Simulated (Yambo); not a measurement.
Absorption of Rb₂SiF₆ (space group Fm-3m, No. 225) with and without the electron-hole interaction (Yambo, LDA bands; 4×4×4 mesh, 17 valence and 7 conduction bands, static screening with 85 bands and a 3 Ry block, scissor 4.52 eV, Tamm-Dancoff; field along x).

| E (eV) | Im ε, BSE | Im ε, independent quasiparticles |
|---|---|---|
| 9.10 | 0.04 | 0.01 |
| 9.20 | 0.05 | 0.01 |
| 9.30 | 0.06 | 0.01 |
| 9.40 | 0.06 | 0.01 |
| 9.50 | 0.07 | 0.01 |
| 9.60 | 0.08 | 0.01 |
| 9.70 | 0.10 | 0.01 |
| 9.80 | 0.12 | 0.01 |
| 9.90 | 0.14 | 0.01 |
| 10.00 | 0.18 | 0.01 |
| 10.10 | 0.23 | 0.01 |
| 10.20 | 0.31 | 0.01 |
| 10.30 | 0.44 | 0.01 |
| 10.40 | 0.67 | 0.01 |
| 10.50 | 1.11 | 0.01 |
| 10.60 | 2.06 | 0.01 |
| 10.70 | 3.75 | 0.01 |
| 10.80 | 3.99 | 0.01 |
| 10.90 | 2.30 | 0.02 |
| 11.00 | 1.25 | 0.02 |
| 11.10 | 0.78 | 0.02 |
| 11.20 | 0.56 | 0.02 |
| 11.30 | 0.48 | 0.02 |
| 11.40 | 0.48 | 0.02 |
| 11.50 | 0.60 | 0.03 |
| 11.60 | 0.90 | 0.03 |
| 11.70 | 1.03 | 0.03 |
| 11.80 | 0.71 | 0.04 |
| 11.90 | 0.51 | 0.04 |
| 12.00 | 0.50 | 0.06 |
| 12.10 | 0.52 | 0.07 |
| 12.20 | 0.43 | 0.11 |
| 12.30 | 0.41 | 0.17 |
| 12.40 | 0.48 | 0.19 |
| 12.50 | 0.67 | 0.16 |
| 12.60 | 0.95 | 0.16 |
| 12.70 | 1.35 | 0.18 |
| 12.80 | 1.51 | 0.22 |
| 12.90 | 1.31 | 0.33 |
| 13.00 | 1.11 | 0.55 |
| 13.10 | 0.90 | 0.65 |
| 13.20 | 0.76 | 0.63 |
| 13.30 | 0.87 | 0.65 |
| 13.40 | 0.97 | 0.53 |
| 13.50 | 0.98 | 0.43 |
| 13.60 | 0.77 | 0.37 |
| 13.70 | 0.66 | 0.39 |
| 13.80 | 0.58 | 0.51 |
| 13.90 | 0.47 | 0.57 |
| 14.00 | 0.45 | 0.61 |
| 14.10 | 0.41 | 0.60 |
| 14.20 | 0.42 | 0.53 |
| 14.30 | 0.42 | 0.52 |
| 14.40 | 0.39 | 0.62 |
| 14.50 | 0.43 | 0.81 |
| 14.60 | 0.39 | 0.89 |
| 14.70 | 0.39 | 0.85 |
| 14.80 | 0.42 | 0.77 |
| 14.90 | 0.44 | 0.71 |
| 15.00 | 0.53 | 0.74 |
| 15.10 | 0.47 | 0.93 |
| 15.20 | 0.40 | 1.22 |
| 15.30 | 0.36 | 1.37 |
| 15.40 | 0.28 | 1.48 |
| 15.50 | 0.26 | 1.78 |
| 15.60 | 0.26 | 1.77 |
| 15.70 | 0.27 | 1.48 |
| 15.80 | 0.30 | 1.33 |
| 15.90 | 0.28 | 1.43 |
| 16.00 | 0.30 | 1.56 |

The scissor comes from a G0W0 run whose convergence isn't established. Broadening 0.15 eV. The band window holds all transitions up to 16.8 eV. Fine structure above the onset can come from the mesh.

Geometry of the Materials Project entry, not relaxed at this level; primitive cell a = b = c = 5.9067 Å, α = β = γ = 60.00°.

The structure is a Materials Project entry; no match was found in the copy of COD used, and its stability was not checked.
